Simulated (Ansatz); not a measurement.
A: Ir (fcc, Cu type), a = b = c = 3.871 Å, α = β = γ = 90.00°
B: TiN (rock salt), a = 4.247 Å, b = 4.247 Å, c = 4.247 Å, α = 90.00°, β = 90.00°, γ = 90.00°
C: MgS (rock salt), a = 5.2297 Å, b = 5.2297 Å, c = 5.2297 Å, α = 90.00°, β = 90.00°, γ = 90.00°

Scan: energy against volume (even scaling of the relaxed cell, symmetry kept). One method and one kind of scan serve all of them; meshes and ranges differ. All were relaxed with their symmetry unable to fall. Ir is run without spin polarisation. Spin-orbit coupling is left out. TiN is run without spin polarisation.

Task: Put the candidates in order of bulk modulus (fitted), highest first, for PBE (plane waves to 420 eV, PAW, scalar-relativistic; Ansatz, an electronic-structure program).

Result: A (346 GPa), B (277 GPa), C (74.0 GPa)

(A scan under strain: stresses follow from slopes of the energy per volume, elastic moduli from its curvatures.)
